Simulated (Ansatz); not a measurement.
A geometry of P away from equilibrium: step 2 of the relaxation of a relaxed P cell displaced along its unstable phonon at q = (½, 0, 0) of its primitive reciprocal cell (113i cm⁻¹), largest move 0.15 Å. Calculation: PBEsol (plane waves to 420 eV, PAW, scalar-relativistic; Ansatz, a first-principles code). Γ-centred k-mesh 8×15×13 on the run's cell (coarser than for final values), Fermi–Dirac smearing 0.05 eV.

```xyz
2
Lattice="2.4665 -4.9105 0.0000 1.2215 2.4493 0.0000 0.0000 0.0000 2.4073" Properties=species:S:1:pos:R:3:forces:R:3 pbc="T T T" free_energy=-1479.502 pressure_GPa=0.0
P      0.0539     0.1693     1.2036    0.1191    0.2437    0.0000
P      1.1794    -2.6245     1.2036   -0.1191   -0.2437    0.0000
```

Positions in Å, forces in eV/Å, free energy of the cell in eV (comparable only within this code, potentials and settings). Largest force: 0.27 eV/Å, on P1, P2 (atoms numbered as listed); the geometry lies 0.30 to 0.31 eV/atom (the two k-meshes of the run give this range) above the end of its relaxation.

No spin polarisation in the result. The relaxed primitive cell holds an odd number of electrons. A magnetic state may lie lower.

The run could not lose the symmetry of its start: the end is stationary, and may be a saddle point rather than a minimum.

The end of the path is a generated cell of P: the first start was made by placing the elements on the sites of a structure type, and the end was not matched to a known phase here, so it may be hypothetical. Known forms of P include space group No. 64.
